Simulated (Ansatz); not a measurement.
Starting cell, KCl (rock salt):

```
CELL_PARAMETERS angstrom
      0.00000     3.14616     3.14616
      3.14616     0.00000     3.14616
      3.14616     3.14616     0.00000
ATOMIC_POSITIONS crystal
  Cl 0.00000 0.00000 0.00000
  K  0.50000 0.50000 0.50000
```

In this cell atom 1 (Cl, nearest neighbour K at 3.146 Å; its periodic images, 4.4 Å or more away, move with it) is moved by s along Cartesian z, unit vector (0.000, 0.000, 1.000); all other atoms and the cell stay fixed.

Level of theory: r2SCAN (plane waves to 500 eV, PAW, scalar-relativistic; Ansatz, a program for electronic structure). k mesh 7×7×7 (Γ-centred), Fermi-Dirac smearing 0.05 eV. E stands for the smeared free energy. Compression counts positive. Left out: 2 of 11 points, with atoms too close for the PAW data. KCl was relaxed with its symmetry unable to fall. ΔE is measured from the undisplaced structure.

| s (Å) | P (GPa) | ΔE (eV/cell) |
|---|---|---|
| -0.752 | [?] | 0.851 |
| -0.564 | [?] | 0.359 |
| -0.376 | 1.2 | 0.126 |
| -0.188 | 0.3 | [?] |
| 0.000 | 0.0 | 0.000 |
| 0.188 | 0.3 | [?] |
| 0.376 | 1.2 | 0.126 |
| 0.564 | [?] | 0.359 |
| 0.752 | [?] | 0.851 |

### Question
Some entries are withheld; supply them.

### Answer

- -0.752, P (GPa): 6.4
- -0.564, P (GPa): 3.1
- -0.188, ΔE (eV/cell): 0.027
- 0.188, ΔE (eV/cell): 0.027
- 0.564, P (GPa): 3.1
- 0.752, P (GPa): 6.4

(A displaced cell: forces are minus the slopes of the energy, force constants its curvatures, and phonons follow from these.)
